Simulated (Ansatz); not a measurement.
Given:

LiH (rock salt) is sheared across one {110} plane: the third cell vector gains the shift, so faults repeat every 4.2 Å. The cut lies between planes 1.42 Å apart; the cell height is held.

```
LiH
1.0
    2.83227     0.00000     0.00000
    0.00000     4.00543     0.00000
    1.41613     2.00271     4.24840
H Li
3 3
Cartesian
  1.18011   1.66893   3.54033
  1.18011   1.66893   0.70807
  2.59624   3.67164   2.12420
  1.18011   3.67164   3.54033
  1.18011   3.67164   0.70807
  2.59624   1.66893   2.12420
```

In-plane vectors a = (2.832, 0.000) Å, b = (0.000, 4.005) Å, area 11.34 Å². The shift is s times the vector a (length 2.832 Å), so s = 1 restores the start. The shift is rigid: no atom relaxes. γ = [E(shift) − E(0)] / area.

Method: r2SCAN (plane waves to 500 eV, PAW, scalar-relativistic; Ansatz, an electronic-structure program). k mesh 10×10×10 (Γ-centred), Fermi-Dirac smearing 0.05 eV. E is the zero-smearing estimate. Faults lie only 4.2 Å apart, and holding the cell height and the atoms raises γ above its relaxed value. LiH was relaxed with its symmetry unable to fall. γ is measured from zero shift.

The scan covers s from 0.000 to 0.917 in 12 points.

Problem. At which s is γ highest?

Solution. s = 0.500.

Problem. Does γ have a local minimum between the ends of the line, and at which s?

Solution. No computed point is one.

Problem. What is the highest γ among twelve even steps of s?

Solution. 1446 mJ/m².

(The slope of γ gives the shear force per area between the displaced halves; near zero shift its curvature is an elastic stiffness.)
